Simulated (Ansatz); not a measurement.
HfN (rock salt)

```yaml
crystal:
  lattice:
    - [0.00000, 2.27401, 2.27401]
    - [2.27401, 0.00000, 2.27401]
    - [2.27401, 2.27401, 0.00000]
  atoms:
    - { symbol: N, position: [0.00000, 0.00000, 0.00000] }
    - { symbol: Hf, position: [0.50000, 0.50000, 0.50000] }
```

E(V) scan at fixed shape, V₀ the volume above. Symmetry pins the atoms to their sites.

Method: PBE (plane waves to 420 eV, PAW, scalar-relativistic; Ansatz, a quantum-chemistry and plane-wave program). k mesh 18×18×18 (Γ-centred), Fermi-Dirac smearing 0.05 eV. Stress and pressure are positive under compression. HfN is run without spin polarisation. HfN was relaxed with its symmetry unable to fall. Spin-orbit coupling is left out, though Hf is heavy. The PAW data are Ansatz's earlier set.

At one point of the scan the stress tensor (GPa) is:

```
  -17.2      0.0      0.0
    0.0    -17.2      0.0
    0.0      0.0    -17.2
```

**Question.** Which point is it?
A) V/V₀ = 1.060
B) V/V₀ = 1.080
C) V/V₀ = 1.020
D) V/V₀ = 1.100

**Answer.** B, V/V₀ = 1.080

(Under strain, the slope of the energy per volume gives the stress and its curvature an elastic modulus.)
